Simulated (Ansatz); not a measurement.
C:
```cif
data_C6
_chemical_formula_sum 'C6'
_space_group_name_H-M_alt 'P63/mmc'
_space_group_IT_number 194
_space_group_name_Hall '-P 6c 2c'
_cell_length_a 4.45688
_cell_length_b 4.45688
_cell_length_c 2.52993
_cell_angle_alpha 90.000
_cell_angle_beta 90.000
_cell_angle_gamma 120.000
loop_
_atom_site_label
_atom_site_type_symbol
_atom_site_symmetry_multiplicity
_atom_site_Wyckoff_symbol
_atom_site_fract_x
_atom_site_fract_y
_atom_site_fract_z
_atom_site_occupancy
C1 C 6 h 0.10421 0.55211 0.25000 1
```

Relaxed with PBE in the plane-wave PAW code Ansatz. Indices refer to the conventional cell of P6_3/mmc, a = b = 4.4569 Å, c = 2.5299 Å, α = β = 90.00°, γ = 120.00°.

**Question.** Simulate the powder diffraction pattern (Cu Kα, λ = 1.54184 Å; lines above 1 %) up to 2θ = 90°.

**Answer.** Simulated powder pattern, Cu Kα, λ = 1.54184 Å (kinematic, ideal powder, no thermal factors, no anomalous dispersion; the 30 strongest lines at most, above 1 %, up to 2θ = 90°):

```tsv
2θ (°)	d (Å)	I/Imax (%)	hkl
23.04	3.860	100	(1 0 -1 0)
42.73	2.116	30	(1 0 -1 1)
47.09	1.930	23	(2 0 -2 0)
63.80	1.459	1.5	(2 1 -3 0)
73.62	1.287	2.7	(3 0 -3 0)
75.10	1.265	3.4	(0002)
75.18	1.264	12	(2 1 -3 1)
79.78	1.202	2.3	(1 0 -1 2)
84.48	1.147	11	(3 0 -3 1)
```

The start of the workflow was typed in or built on a structure type. Its sites differ from those of the usual phase in this space group: another stacking or structure type. Symmetry was held in the PBE relaxation; its stability against distortions is not shown here.

Potentials: the earlier of the program's two PAW sets.
